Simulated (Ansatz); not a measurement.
Relaxation of a generated cell, Ir placed in the bcc structure type; 1 atom in the cell, which starts as Im-3m (No. 229), cI2; a = 3.048 Å, b = 3.048 Å, c = 3.048 Å, α = 90.00°, β = 90.00°, γ = 90.00°. The numbers are results of PBEsol (plane waves to 420 eV, PAW, scalar-relativistic; Ansatz, an electronic-structure program), not measurements. Γ-centred k-mesh 15×15×15 on the run's cell (coarser than for final values), Fermi–Dirac smearing 0.05 eV. This is the first round of the run. 

The optimiser's lines from the output (shortened; P is positive under compression):

```
relax step   1: F+E_penalty+E_count = -11798.34252791 eV  Δ(F+E_penalty+E_count) = +0.000e0 eV  max|allowed force component| = 0.000e0 eV/Å  Δτ_max = 0.0000 Å  P = +10.418 GPa  Ω = 14.156 Å³  (6 SCF iters, dr2 threshold 1.00e-7 eV, accepted)
relax step   2: F+E_penalty+E_count = -11798.32253941 eV  Δ(F+E_penalty+E_count) = +1.999e-2 eV  max|allowed force component| = 0.000e0 eV/Å  Δτ_max = 0.0000 Å  P = -14.234 GPa  Ω = 15.259 Å³  (4 SCF iters, dr2 threshold 1.00e-7 eV, rejected (line search))
relax step   3: F+E_penalty+E_count = -11798.35509935 eV  Δ(F+E_penalty+E_count) = -1.257e-2 eV  max|allowed force component| = 0.000e0 eV/Å  Δτ_max = 0.0000 Å  P = -0.909 GPa  Ω = 14.602 Å³  (6 SCF iters, accepted)
relax step   4: F+E_penalty+E_count = -11798.35522656 eV  Δ(F+E_penalty+E_count) = -1.272e-4 eV  max|allowed force component| = 0.000e0 eV/Å  Δτ_max = 0.0000 Å  P = -0.007 GPa  Ω = 14.563 Å³  (2 SCF iters, dr2 threshold 1.00e-7 eV, accepted)
relax step   5: F+E_penalty+E_count = -11798.35537178 eV  Δ(F+E_penalty+E_count) = -1.452e-4 eV  max|allowed force component| = 0.000e0 eV/Å  Δτ_max = 0.0000 Å  P = -0.030 GPa  Ω = 14.563 Å³  stress off target by 3.05e-2 GPa  SCF on the basis re-selected at this cell (its energy is not comparable with the rows above)  (5 SCF iters)
relax step   6: F+E_penalty+E_count = -11798.35537243 eV  Δ(F+E_penalty+E_count) = -6.477e-7 eV  max|allowed force component| = 0.000e0 eV/Å  Δτ_max = 0.0000 Å  P = +0.000 GPa  Ω = 14.562 Å³  (2 SCF iters, dr2 threshold 2.33e-9 eV, accepted)
relax step   7: F+E_penalty+E_count = -11798.35537243 eV  Δ(F+E_penalty+E_count) = +0.000e0 eV  max|allowed force component| = 0.000e0 eV/Å  Δτ_max = 0.0000 Å  P = +0.000 GPa  Ω = 14.562 Å³  stress off target by 6.17e-5 GPa  SCF on the basis re-selected at this cell (its energy is not comparable with the rows above)  (4 SCF iters)
```

From the first to the last row the energy changes by -0.01 eV/atom and the volume by +2.9 %. The last row is marked as not comparable with the walk above it, whose basis was carried along; it does compare with step 1, since both stand on a basis selected at the nominal cutoff for their own cell.

Step 2 was rejected by the optimiser.

Later rounds, restarted from the end of this one on a renewed k-mesh, logged 4 more steps and released under 0.01 eV/atom more. The final structure after all rounds: Im-3m (No. 229), cI2, bcc (W type); a = 3.0766 Å, b = 3.0766 Å, c = 3.0766 Å, α = 90.00°, β = 90.00°, γ = 90.00°. Between re-selections the logged energies stand on a plane-wave basis carried along with the cell. No spin polarisation in the result. A magnetic state may lie lower.

The run could not lose the symmetry of its start, so the end can be a saddle point.

The relaxed structure here is a generated cell of Ir: the first start was made by placing the elements on the sites of a structure type, and the end was not matched to a known phase here, so it may be hypothetical. Known forms of Ir include space group No. 225.
